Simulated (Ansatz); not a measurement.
**Calculated electrostatic potentials at the N nuclei for Ba₅Ge₂N₆**

Cell: a Materials Project structure (computed, not necessarily an observed phase).

```cif
data_Ba5Ge2N6
_symmetry_space_group_name_H-M 'C2/c'
_symmetry_Int_Tables_number 15
_cell_length_a 10.7819
_cell_length_b 7.1566
_cell_length_c 14.3776
_cell_angle_alpha 90.000
_cell_angle_beta 99.421
_cell_angle_gamma 90.000
loop_
_atom_site_label
_atom_site_type_symbol
_atom_site_symmetry_multiplicity
_atom_site_Wyckoff_symbol
_atom_site_fract_x
_atom_site_fract_y
_atom_site_fract_z
Ba1 Ba 8 f 0.5517 0.2300 0.4919
Ba5 Ba 8 f 0.1563 0.9291 0.2111
Ba9 Ba 4 e 0.5000 0.8892 0.2500
Ge Ge 8 f 0.7755 0.1328 0.0752
N15 N 8 f 0.9368 0.0449 0.1234
N19 N 8 f 0.6498 0.0654 0.1484
N23 N 8 f 0.2901 0.9097 0.0575
```

One atom of each set is listed; the run and its k-mesh use a cell of 26 atoms with edges of 6.47, 6.47, 14.38 Å.

Method: Kohn–Sham DFT in Ansatz, PBE, plane waves and PAW, scalar-relativistic, 420 eV cutoff, Γ-centred 5×5×2 k-points, Fermi–Dirac smearing 0.02 eV.

The potential at a nucleus is that of all electrons and the other nuclei. A higher potential binds the core electrons more strongly, so differences between sites of one element are the initial-state part of core-level shifts.

Task: Rank the N sites by the potential at the nucleus, lowest first, and give each against the lowest.
A. N23: 2 Ge at 1.95–2.01 Å, angle 87°; also 4 Ba at 2.83–3.28 Å
B. N15: 1 Ge at 1.87 Å; also 5 Ba at 2.63–3.07 Å
C. N19: 1 Ge at 1.91 Å; also 5 Ba at 2.67–3.14 Å

Result: B (0.00 V), C (0.17 V), A (0.47 V).
